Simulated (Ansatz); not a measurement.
The following input was run with Ansatz 0.2.0.

```yaml
crystal:
  lattice:
    - [1.2091652132, -2.0928125832, 0.0]
    - [1.2091652132, 2.0928125832, 0.0]
    - [0.0, 0.0, 6.4756523938]
  atoms:
    - { symbol: C, position: [0.0832939706, 0.9167060294, 0.75] }
    - { symbol: C, position: [0.5832939706, 0.4167060294, 0.25] }
    - { symbol: C, position: [0.9167060294, 0.0832939706, 0.25] }
    - { symbol: C, position: [0.4167060294, 0.5832939706, 0.75] }
basis:
  ecutwfc: 420
kpoints:
  mp_grid: { grid: [18, 18, 6] }
hamiltonian:
  xc: lda
scf:
  occupations: { method: gaussian, width: 0.1 }
output:
  forces: true
  stress: true
  eigenvalues: true
relax:
  adjacent_minimum: "off"
  f_tol: 0.01
  max_steps: 30
  cell: { stress_tol: 0.1, fix: [volume] }
```

Run as
```bash
ansatz run input.yaml --threads 1 --pin off --max-ram 2560MiB --backend cpu --events-out ev --progress --plain --runs-dir out
```

All numbers below come from DFT LDA, scalar-relativistic, plane waves, PAW (Ansatz).

Part of what the program printed, abridged (iterations and final results):

```
SCF iter   1: F=—  HF=-971.886769 eV  |F-HF|=—  |Δ(HF+E_count)|=         —  Δρ=5.84e-3  dr2=4.20e-3  ethr=1.77e-3  ⟨swp⟩=5.0  Hψ=23417  notcnv=0
SCF iter   2: F=—  HF=-971.886498 eV  |F-HF|=—  |Δ(HF+E_count)|=   2.71e-4  Δρ=3.32e-3  dr2=1.73e-3  ethr=2.63e-5  ⟨swp⟩=1.5  Hψ=7898  notcnv=0
SCF iter   3: F=—  HF=-971.886183 eV  |F-HF|=—  |Δ(HF+E_count)|=   3.15e-4  Δρ=2.03e-4  dr2=6.21e-6  ethr=1.08e-5  ⟨swp⟩=1.6  Hψ=5745  notcnv=0
SCF iter   4: F=—  HF=-971.886190 eV  |F-HF|=—  |Δ(HF+E_count)|=   6.63e-6  Δρ=4.27e-5  dr2=2.58e-7  ethr=3.88e-8  ⟨swp⟩=2.1  Hψ=6524  notcnv=0
SCF iter   5: F=-971.886190 eV  HF=-971.886190 eV  |F-HF|=9.32e-10  |Δ(HF+E_count)|=   2.75e-7  Δρ=2.23e-6  dr2=1.45e-9  ethr=1.61e-9  ⟨swp⟩=2.4  Hψ=6674  notcnv=0
SCF iter   6: F=-971.886190 eV  HF=-971.886190 eV  |F-HF|=8.58e-11  |Δ(HF+E_count)|=  4.29e-10  Δρ=5.73e-7  dr2=1.23e-10  ethr=9.06e-12  ⟨swp⟩=1.9  Hψ=14366  notcnv=0
SCF 1 converged in 6 iterations: F = -971.886190 eV  dr2 = 1.23e-10
relax step   1: F+E_penalty+E_count = -971.88619031 eV  Δ(F+E_penalty+E_count) = +0.000e0 eV  max|allowed force component| = 1.408e-3 eV/Å  Δτ_max = 0.0000 Å  P = +10.961 GPa  Ω = 32.774 Å³  fix = [volume]  reactions: volume +10.961 GPa (6 SCF iters, dr2 threshold 1.00e-7 eV, accepted)
Initial density: handed on by an earlier stage of this run
Initial wavefunctions: those handed on with the density
SCF iter   1: F=—  HF=-971.912525 eV  |F-HF|=—  |Δ(HF+E_count)|=         —  Δρ=3.74e-3  dr2=2.81e-3  ethr=1.93e-5  ⟨swp⟩=1.7  Hψ=34457  notcnv=0
SCF iter   2: F=—  HF=-971.911548 eV  |F-HF|=—  |Δ(HF+E_count)|=   9.77e-4  Δρ=1.45e-3  dr2=3.03e-4  ethr=1.76e-5  ⟨swp⟩=2.8  Hψ=7422  notcnv=0
SCF iter   3: F=—  HF=-971.911479 eV  |F-HF|=—  |Δ(HF+E_count)|=   6.96e-5  Δρ=2.17e-4  dr2=4.20e-6  ethr=1.90e-6  ⟨swp⟩=2.4  Hψ=7413  notcnv=0
SCF iter   4: F=-971.911480 eV  HF=-971.911480 eV  |F-HF|=1.67e-9  |Δ(HF+E_count)|=   1.22e-6  Δρ=5.22e-6  dr2=2.22e-9  ethr=2.62e-8  ⟨swp⟩=2.1  Hψ=5905  notcnv=0
SCF iter   5: F=-971.911480 eV  HF=-971.911480 eV  |F-HF|=1.26e-11  |Δ(HF+E_count)|=   3.29e-9  Δρ=1.29e-6  dr2=1.46e-10  ethr=1.38e-11  ⟨swp⟩=2.7  Hψ=8160  notcnv=0
SCF iter   6: F=-971.911480 eV  HF=-971.911480 eV  |F-HF|=1.14e-12  |Δ(HF+E_count)|=  2.19e-11  Δρ=1.76e-7  dr2=3.60e-12  ethr=1.00e-12  ⟨swp⟩=1.1  Hψ=13012  notcnv=0
SCF 2 converged in 6 iterations: F = -971.911480 eV  dr2 = 3.60e-12
relax step   2: F+E_penalty+E_count = -971.91148005 eV  Δ(F+E_penalty+E_count) = -2.529e-2 eV  max|allowed force component| = 5.002e-4 eV/Å  Δτ_max = 0.0000 Å  P = +4.866 GPa  Ω = 32.774 Å³  energy of the carried Pulay correction = +4.584e-4 eV  fix = [volume]  reactions: volume +4.866 GPa (6 SCF iters, dr2 threshold 4.00e-7 eV, accepted)
Basis set: ecut = 420 eV, 639 PW (Γ)
SCF iter   1: F=—  HF=-971.913872 eV  |F-HF|=—  |Δ(HF+E_count)|=         —  Δρ=1.43e-3  dr2=4.15e-4  ethr=1.98e-6  ⟨swp⟩=2.4  Hψ=34169  notcnv=0
SCF iter   2: F=—  HF=-971.913727 eV  |F-HF|=—  |Δ(HF+E_count)|=   1.45e-4  Δρ=5.54e-4  dr2=4.45e-5  ethr=1.98e-6  ⟨swp⟩=2.4  Hψ=7307  notcnv=0
SCF iter   3: F=—  HF=-971.913717 eV  |F-HF|=—  |Δ(HF+E_count)|=   1.02e-5  Δρ=8.33e-5  dr2=6.10e-7  ethr=2.78e-7  ⟨swp⟩=2.3  Hψ=7352  notcnv=0
SCF iter   4: F=-971.913717 eV  HF=-971.913717 eV  |F-HF|=4.09e-10  |Δ(HF+E_count)|=   1.79e-7  Δρ=2.03e-6  dr2=3.21e-10  ethr=3.81e-9  ⟨swp⟩=2.1  Hψ=5929  notcnv=0
SCF iter   5: F=-971.913717 eV  HF=-971.913717 eV  |F-HF|=0.00e0  |Δ(HF+E_count)|=  7.74e-10  Δρ=5.58e-7  dr2=2.79e-11  ethr=2.00e-12  ⟨swp⟩=2.8  Hψ=8313  notcnv=0
SCF iter   6: F=-971.913717 eV  HF=-971.913717 eV  |F-HF|=6.82e-13  |Δ(HF+E_count)|=  1.59e-12  Δρ=8.21e-8  dr2=6.89e-13  ethr=1.00e-12  ⟨swp⟩=1.0  Hψ=10202  notcnv=0
SCF 3 converged in 6 iterations: F = -971.913717 eV  dr2 = 6.89e-13
relax step   3: F+E_penalty+E_count = -971.91371684 eV  Δ(F+E_penalty+E_count) = -2.237e-3 eV  max|allowed force component| = 3.789e-4 eV/Å  Δτ_max = 0.0000 Å  P = +2.577 GPa  Ω = 32.774 Å³  energy of the carried Pulay correction = +6.333e-4 eV  fix = [volume]  reactions: volume +2.577 GPa (6 SCF iters, dr2 threshold 4.00e-7 eV, accepted)
Initial wavefunctions: pseudopotential atomic-orbital guess (no wavefunctions were taken with the density)
SCF iter   1: F=—  HF=-971.913535 eV  |F-HF|=—  |Δ(HF+E_count)|=         —  Δρ=1.24e-4  dr2=5.63e-7  ethr=1.33e-7  ⟨swp⟩=3.8  Hψ=36243  notcnv=0
SCF iter   2: F=—  HF=-971.913535 eV  |F-HF|=—  |Δ(HF+E_count)|=   3.68e-7  Δρ=6.22e-5  dr2=1.38e-7  ethr=3.52e-9  ⟨swp⟩=1.5  Hψ=4947  notcnv=0
SCF iter   3: F=-971.913535 eV  HF=-971.913535 eV  |F-HF|=6.70e-11  |Δ(HF+E_count)|=   2.85e-7  Δρ=1.18e-6  dr2=8.74e-11  ethr=8.61e-10  ⟨swp⟩=1.8  Hψ=6463  notcnv=0
SCF iter   4: F=-971.913535 eV  HF=-971.913535 eV  |F-HF|=5.68e-13  |Δ(HF+E_count)|=  1.92e-10  Δρ=1.65e-7  dr2=2.77e-12  ethr=1.00e-12  ⟨swp⟩=2.4  Hψ=7071  notcnv=0
SCF iter   5: F=-971.913535 eV  HF=-971.913535 eV  |F-HF|=2.27e-13  |Δ(HF+E_count)|=  9.09e-13  Δρ=1.00e-8  dr2=2.82e-14  ethr=1.00e-12  ⟨swp⟩=1.0  Hψ=4368  notcnv=0
SCF iter   6: F=-971.913535 eV  HF=-971.913535 eV  |F-HF|=2.27e-13  |Δ(HF+E_count)|=  2.27e-13  Δρ=1.83e-9  dr2=3.74e-16  ethr=1.00e-12  ⟨swp⟩=1.0  Hψ=4368  notcnv=0
SCF iter   7: F=-971.913535 eV  HF=-971.913535 eV  |F-HF|=2.27e-13  |Δ(HF+E_count)|=  2.27e-13  Δρ=1.07e-9  dr2=1.75e-16  ethr=1.00e-12  ⟨swp⟩=1.6  Hψ=11423  notcnv=0
SCF 4 converged in 7 iterations: F = -971.913535 eV  dr2 = 1.75e-16
SCF iter   1: F=—  HF=-971.913553 eV  |F-HF|=—  |Δ(HF+E_count)|=         —  Δρ=8.48e-5  dr2=1.47e-6  ethr=6.93e-9  ⟨swp⟩=2.3  Hψ=33356  notcnv=0
SCF iter   2: F=—  HF=-971.913552 eV  |F-HF|=—  |Δ(HF+E_count)|=   5.16e-7  Δρ=3.28e-5  dr2=1.57e-7  ethr=6.93e-9  ⟨swp⟩=2.4  Hψ=7273  notcnv=0
SCF iter   3: F=-971.913552 eV  HF=-971.913552 eV  |F-HF|=6.06e-10  |Δ(HF+E_count)|=   3.64e-8  Δρ=4.93e-6  dr2=2.13e-9  ethr=9.81e-10  ⟨swp⟩=2.3  Hψ=7329  notcnv=0
SCF iter   4: F=-971.913552 eV  HF=-971.913552 eV  |F-HF|=1.48e-12  |Δ(HF+E_count)|=  6.22e-10  Δρ=1.23e-7  dr2=1.17e-12  ethr=1.33e-11  ⟨swp⟩=2.2  Hψ=5972  notcnv=0
SCF iter   5: F=-971.913552 eV  HF=-971.913552 eV  |F-HF|=4.55e-13  |Δ(HF+E_count)|=  2.73e-12  Δρ=2.73e-8  dr2=6.72e-14  ethr=1.00e-12  ⟨swp⟩=1.2  Hψ=4473  notcnv=0
SCF iter   6: F=-971.913552 eV  HF=-971.913552 eV  |F-HF|=2.27e-13  |Δ(HF+E_count)|=  4.55e-13  Δρ=1.97e-9  dr2=7.18e-16  ethr=1.00e-12  ⟨swp⟩=1.0  Hψ=4368  notcnv=0
SCF iter   7: F=-971.913552 eV  HF=-971.913552 eV  |F-HF|=2.27e-13  |Δ(HF+E_count)|=    0.00e0  Δρ=1.45e-9  dr2=1.81e-16  ethr=1.00e-12  ⟨swp⟩=1.0  Hψ=10207  notcnv=0
SCF 5 converged in 7 iterations: F = -971.913552 eV  dr2 = 1.81e-16
relax step   5: F+E_penalty+E_count = -971.91355199 eV  Δ(F+E_penalty+E_count) = -1.682e-5 eV  max|allowed force component| = 2.204e-4 eV/Å  Δτ_max = 0.0000 Å  P = +2.437 GPa  Ω = 32.774 Å³  energy of the carried Pulay correction = +9.528e-6 eV  fix = [volume]  reactions: volume +2.437 GPa (7 SCF iters, dr2 threshold 6.08e-8 eV, accepted)
SCF iter   1: F=—  HF=-971.913547 eV  |F-HF|=—  |Δ(HF+E_count)|=         —  Δρ=2.58e-6  dr2=2.91e-10  ethr=1.15e-7  ⟨swp⟩=3.9  Hψ=36631  notcnv=0
SCF iter   2: F=—  HF=-971.913547 eV  |F-HF|=—  |Δ(HF+E_count)|=   7.08e-7  Δρ=1.39e-6  dr2=7.94e-11  ethr=1.82e-12  ⟨swp⟩=3.6  Hψ=10475  notcnv=0
SCF iter   3: F=-971.913547 eV  HF=-971.913547 eV  |F-HF|=2.96e-12  |Δ(HF+E_count)|=  1.16e-10  Δρ=2.65e-7  dr2=4.03e-12  ethr=1.00e-12  ⟨swp⟩=1.0  Hψ=4368  notcnv=0
SCF iter   4: F=-971.913547 eV  HF=-971.913547 eV  |F-HF|=4.55e-13  |Δ(HF+E_count)|=  4.09e-12  Δρ=4.92e-8  dr2=7.43e-13  ethr=1.00e-12  ⟨swp⟩=1.0  Hψ=4368  notcnv=0
SCF iter   5: F=-971.913547 eV  HF=-971.913547 eV  |F-HF|=2.27e-13  |Δ(HF+E_count)|=  4.55e-13  Δρ=8.54e-9  dr2=1.83e-14  ethr=1.00e-12  ⟨swp⟩=1.0  Hψ=4368  notcnv=0
SCF iter   6: F=-971.913547 eV  HF=-971.913547 eV  |F-HF|=0.00e0  |Δ(HF+E_count)|=  1.14e-13  Δρ=4.13e-9  dr2=4.52e-15  ethr=1.00e-12  ⟨swp⟩=1.0  Hψ=4368  notcnv=0
SCF iter   7: F=-971.913547 eV  HF=-971.913547 eV  |F-HF|=3.41e-13  |Δ(HF+E_count)|=  1.14e-13  Δρ=6.49e-10  dr2=1.15e-16  ethr=1.00e-12  ⟨swp⟩=1.1  Hψ=10270  notcnv=0
SCF 6 converged in 7 iterations: F = -971.913547 eV  dr2 = 1.15e-16
SCF converged after 7 iterations
Free energy (F): -971.913547 eV
Harris-Foulkes:  -971.913547 eV  (|F-HF|=3.41e-13)
Internal energy: -971.913173 eV  (E = F + TS)
E sigma→0 (E₀):  -971.913360 eV
Entropy (-TS):   -0.000375 eV (-0.094 meV/atom)
Fermi energy:    7.565587 eV
--- Per-component energies (eV) ---
  E_band       = -25.465295
  E_kinetic    = 367.172213
  E_local      = -566.947404  (includes V_loc(G=0)·N_el)
  E_nonlocal   = 114.513539
  E_hartree    = 164.253772
  E_xc         = -191.071539
  E_vxc        = -237.601927  (∫ρ·V_xc dr)
  E_paw        = -367.939699  (= ΣΔE_a)
  E_vpaw       = -31.109299  (= ΣTr[D̂ρ^β])
  E_aug_tail   = 0.000039  (compensation charges beyond the density's cutoff)
  E_ewald      = -492.145423
  E_core_change = 0.251330  (= ΣΔE_core)
  E_smearing   = -0.000375  (= −TS)
--- Forces (eV/Å), atoms counted from 1 ---
  atom   1  C      0.00000000     0.00020994     0.00000000
  atom   2  C      0.00000000     0.00020994     0.00000000
  atom   3  C      0.00000000    -0.00020994     0.00000000
  atom   4  C      0.00000000    -0.00020994     0.00000000
--- Stress (GPa, compression-positive) ---
        2.439043       0.000000       0.000000
        0.000000       2.436659       0.000000
        0.000000       0.000000       2.434093
  P = ⅓ Tr σ = 2.4366 GPa (24.366 kbar)
--- Band table (eV; the first three rows and the last of 364) ---
  k-point 0: bands = ["-12.1933", "-11.7200", "-1.4914", "1.1507", "4.5492", "4.5838", "4.6045", "4.6096", "11.8780", "16.0044", "16.0625", "16.1161"]
  k-point 1: bands = ["-12.1643", "-11.7550", "-1.3441", "0.9261", "4.5538", "4.5862", "4.6036", "4.6064", "12.2909", "16.0157", "16.0680", "16.1122"]
  k-point 2: bands = ["-12.0836", "-11.8477", "-0.9274", "0.3641", "4.5646", "4.5898", "4.5950", "4.5997", "13.4114", "16.0455", "16.0765", "16.1017"]
  k-point 363: bands = ["-6.5386", "-6.5386", "-5.7609", "-5.7609", "1.0900", "1.0900", "5.1322", "5.1322", "9.1547", "9.1547", "15.3209", "15.3209"]
--- Relaxed structure (4 steps of the walk, 4 accepted, 2 SCFs on fresh bases) ---
  F+E_penalty+E_count = -971.91354741 eV   max|allowed force component| = 2.099e-4 eV/Å   (the final SCF, on the basis selected at the relaxed cell)
  cell:  # Å, volume = 32.7740 Å³
    - [1.22066520, -2.11217448, 0.0]
    - [1.22066520, 2.11217448, 0.0]
    - [0.0, 0.0, 6.35584288]
  atoms:
    - { symbol: C, position: [0.08328633, 0.91671366, 0.74999999] }
    - { symbol: C, position: [0.58328633, 0.41671366, 0.24999999] }
    - { symbol: C, position: [0.91671366, 0.08328633, 0.24999999] }
    - { symbol: C, position: [0.41671366, 0.58328633, 0.74999999] }
```

The relaxation met its thresholds.

It took 100 s on 1 thread of Intel(R) Xeon(R) Processor @ 2.50GHz (Skylake/Cascade Lake) (shared host), peak memory 0.44 GiB.

The cell holds layers, and where no dispersion correction was added their binding is poorly described.